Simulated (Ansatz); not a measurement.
In₂W:
```cif
data_In16W8
_chemical_formula_sum 'In16 W8'
_space_group_name_H-M_alt 'Fddd :1'
_space_group_IT_number 70
_space_group_name_Hall 'F 2 2 -1d'
_cell_length_a 5.40436
_cell_length_b 9.04937
_cell_length_c 9.54306
_cell_angle_alpha 90.000
_cell_angle_beta 90.000
_cell_angle_gamma 90.000
loop_
_atom_site_label
_atom_site_type_symbol
_atom_site_symmetry_multiplicity
_atom_site_Wyckoff_symbol
_atom_site_fract_x
_atom_site_fract_y
_atom_site_fract_z
_atom_site_occupancy
In1 In 16 f 0.00000 0.17223 0.00000 1
W1 W 8 b 0.50000 0.50000 0.50000 1
```
(The calculation used a cell of 6 atoms; values per cell refer to that cell.)

Relaxed with r²SCAN.

Q: Which orbitals make up the states near the Fermi level in r²SCAN in the plane-wave PAW code Ansatz?

A: Within 0.5 eV of the Fermi level: W 5d 73 %, In 5p 21 %. Projections are on Löwdin-orthogonalised atomic valence shells; empty p or d shells of many metals are not among them.

Q: Tabulate the density of states.

A: States/eV per cell of 6 atoms, in 0.25 eV bins, energy from the Fermi level.

```csv
E (eV),total,W 5d,In 5p,In 5s
-7.85,0.98,0.05,0.40,0.42
-7.60,1.10,0.07,0.46,0.42
-7.35,1.38,0.11,0.59,0.53
-7.10,1.18,0.11,0.50,0.46
-6.85,1.32,0.14,0.57,0.48
-6.60,1.39,0.16,0.58,0.50
-6.35,1.71,0.22,0.67,0.67
-6.10,1.79,0.29,0.68,0.69
-5.85,1.81,0.37,0.65,0.67
-5.60,1.49,0.32,0.55,0.51
-5.35,1.38,0.30,0.53,0.43
-5.10,1.36,0.28,0.55,0.39
-4.85,1.44,0.29,0.60,0.38
-4.60,1.98,0.47,0.76,0.53
-4.35,2.12,0.53,0.82,0.54
-4.10,1.74,0.48,0.66,0.43
-3.85,1.67,0.50,0.65,0.37
-3.60,1.97,0.56,0.85,0.37
-3.35,2.42,0.76,1.07,0.37
-3.10,2.81,0.95,1.25,0.35
-2.85,2.36,0.89,0.98,0.30
-2.60,2.46,1.05,0.92,0.33
-2.35,3.37,1.54,1.26,0.36
-2.10,4.32,2.30,1.43,0.37
-1.85,3.83,2.33,1.12,0.24
-1.60,4.17,2.72,1.11,0.17
-1.35,7.04,4.61,1.91,0.29
-1.10,7.50,4.63,2.32,0.31
-0.85,6.77,4.34,2.01,0.23
-0.60,6.37,4.34,1.65,0.19
-0.35,4.31,2.91,1.12,0.13
-0.10,3.44,2.49,0.74,0.10
0.15,1.86,1.45,0.30,0.05
0.40,2.49,2.07,0.30,0.06
0.65,5.35,4.62,0.50,0.09
0.90,5.14,4.56,0.37,0.08
1.15,0.79,0.71,0.05,0.01
1.40,0.00,0.00,0.00,0.00
1.65,0.00,0.00,0.00,0.00
1.90,1.28,0.74,0.23,0.11
2.15,5.39,3.54,1.08,0.32
2.40,3.73,2.35,0.85,0.27
2.65,3.74,2.18,0.77,0.49
2.90,4.02,1.97,0.81,0.87
3.15,3.79,1.51,0.85,0.89
3.40,3.75,1.31,0.97,0.85
3.65,4.14,1.26,1.29,0.88
3.90,3.00,0.79,1.01,0.72
4.15,2.74,0.68,0.89,0.63
4.40,3.40,0.83,1.05,0.83
4.65,3.05,0.66,0.98,0.78
```

The start of the workflow was typed in or built on a structure type; neither database checked (COD, Materials Project) lists it. Whether it is the stable phase at ambient conditions was not checked. Symmetry was held in the r²SCAN relaxation; whether a distortion lowers the energy is not shown. The run is not spin-polarised. Its formation energy is positive at this level, so the cell may be metastable or incomplete. Spin–orbit coupling is left out wherever it is not named.

Potentials: the earlier of the program's two PAW sets.
